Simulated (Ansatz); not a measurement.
# Ti

```yaml
crystal:
  lattice:
    - [-1.64100, 1.64100, 1.64100]
    - [1.64100, -1.64100, 1.64100]
    - [1.64100, 1.64100, -1.64100]
  atoms:
    - { symbol: Ti, position: [0.00000, 0.00000, 0.00000] }
```

The cell comes from COD entry 9012924, which wasn't checked; take it as a given geometry.

These are results of DFT, PBEsol, all-electron LAPW, scalar-relativistic (Ansatz 0.2.0), not measurements.

Numerical set-up: a Γ-centred 14×14×14 k mesh, Fermi–Dirac smearing of 0.05 eV, basis error target 0.25 meV/atom, no spin polarisation.

```yaml
Pressure_at_this_cell: -6.66 GPa
Band_gap: "none: bands cross the Fermi level, a metal"
Density_of_states_at_the_Fermi_level_0.2_eV_bin: 2.16 states/eV per cell
Volume_per_atom: 119.3 bohr³
```
